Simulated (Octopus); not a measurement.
WC (P-6m2, No. 187):
```
CELL_PARAMETERS angstrom
      2.91659     0.00000     0.00000
     -1.45829     2.52584     0.00000
      0.00000     0.00000     2.83944
ATOMIC_POSITIONS crystal
  W  0.00000 0.00000 0.00000
  C  0.66667 0.33333 0.50000
```
The cell is a database entry, not relaxed again.

Computed with Octopus (real-space grid): LDA, grid spacing about 0.15 Å, Γ-centred 12×12×10 k-mesh, Fermi-Dirac smearing of 0.1 eV, no spin polarisation, PseudoDojo 0.4 LDA potentials. Spin-orbit coupling is left out.

Energies in eV against the Fermi level; 18 electrons a cell outside the pseudopotentials' cores.

| k-point (reduced) | band 5 | band 6 | band 7 | band 8 | band 9 | band 10 | band 11 | band 12 |
|---|---|---|---|---|---|---|---|---|
| Γ (0.000, 0.000, 0.000) | -14.28 | -4.29 | -3.35 | -3.35 | 0.09 | 3.12 | 3.12 | 5.52 |
| M (0.500, 0.000, 0.000) | -10.93 | -6.98 | -3.60 | -3.56 | -0.48 | 2.26 | 4.40 | 4.73 |
| K (0.333, 0.333, 0.000) | -10.16 | -6.55 | -4.52 | -3.43 | 0.57 | 0.93 | 1.95 | 3.19 |
| A (0.000, 0.000, 0.500) | -10.21 | -8.60 | -2.06 | -2.06 | -0.63 | -0.63 | 3.61 | 4.44 |
| L (0.500, 0.000, 0.500) | -11.10 | -6.42 | -4.33 | -4.13 | 0.29 | 4.30 | 5.19 | 6.58 |
| H (0.333, 0.333, 0.500) | -10.75 | -7.18 | -5.37 | -1.60 | -0.66 | 4.29 | 6.30 | 7.44 |
